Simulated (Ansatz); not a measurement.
**W (bcc)**

Level of theory: DFT, r²SCAN, scalar-relativistic, no spin polarisation; plane waves to 500 eV with PAW datasets (Ansatz 0.2.0), Γ-centred 18×18×18 mesh, 0.05 eV Gaussian smearing. The datasets are Ansatz's generated set soft_2.

```
W
1.0
    -1.58413    1.58413    1.58413
     1.58413   -1.58413    1.58413
     1.58413    1.58413   -1.58413
W
1
Direct
  0.00000 0.00000 0.00000
```

The cell is relaxed to zero pressure at this level.

Path: Γ–H–N–Γ–P–H | P–N, with Γ = (0.000, 0.000, 0.000), H = (0.500, -0.500, 0.500), N = (0.000, 0.000, 0.500), P = (0.250, 0.250, 0.250) in reciprocal vectors of the calculation's cell.

Problem. Is it a metal or an insulator, and if it has a gap, where are the band edges on this path?

Solution. A metal: bands cross the Fermi level.

Levels between -5 and 3 eV from the Fermi level at the path's named points:
```tsv
point	below E_F (eV)	above E_F (eV)
Γ	-1.28 -1.28 -1.28	2.55 2.55
H		
N	-3.73	0.54 2.39
P	-3.16 -3.16 -3.16
```

Scalar-relativistic only: spin–orbit splittings of the heavy atoms' levels are missing.
